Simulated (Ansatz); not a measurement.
The calculation used Ansatz 0.2.0, DFT PBE, scalar-relativistic, plane waves, PAW. All cells share a 420 eV cutoff and Γ-centred k meshes spaced at most about 0.3 Å⁻¹ (about 0.25 or finer for metals, 2π included). No spin polarisation in the final relaxations.

Temperature and zero-point effects are left out. All come from trial cells, and lower structures may exist.

Task: Which of these relaxed structures of Sc₃Ta is the lowest in energy?
A.

```
Sc Ta
1.0
     6.38051    0.00000    0.00000
    -3.19025    5.52568    0.00000
     0.00000    0.00000    5.01901
Sc Ta
6 2
Direct
  0.34525 0.17262 0.75000
  0.82738 0.17262 0.75000
  0.82738 0.65475 0.75000
  0.65475 0.82738 0.25000
  0.17262 0.82738 0.25000
  0.17262 0.34525 0.25000
  0.66667 0.33333 0.25000
  0.33333 0.66667 0.75000
```

B.

```
Sc Ta
1.0
     4.44452    0.00000    0.00000
     0.00000    4.44452    0.00000
     0.00000    0.00000    4.44452
Sc Ta
3 1
Cartesian
  2.2223 2.2223 0.0000
  2.2223 0.0000 2.2223
  0.0000 2.2223 2.2223
  0.0000 0.0000 0.0000
```

C.

```
Sc Ta
1.0
     5.06911    0.00000    0.00000
    -2.53456    4.38998    0.00000
     0.00000    0.00000    5.14412
Sc Ta
3 1
Direct
  0.00000 0.00000 0.00000
  0.33333 0.66667 0.50000
  0.66667 0.33333 0.50000
  0.00000 0.00000 0.50000
```

Result: A. It has the Ni3Sn (D0_19) type, space group P6_3/mmc (No. 194); the next, B, with the Cu3Au (L1_2) type, space group Pm-3m (No. 221), lies 47 meV/atom higher. Counting all near atoms (those within 1.25 times the shortest distance at each site), the lowest and the next both have Sc 12, Ta 12. Even the lowest lies +0.13 eV/atom against the elements.

Spin–orbit coupling, which can matter for Ta, is left out. Cells relaxed within their symmetry can be saddle points. Some candidate types were left out of the draw beforehand, so a known form may be missing.
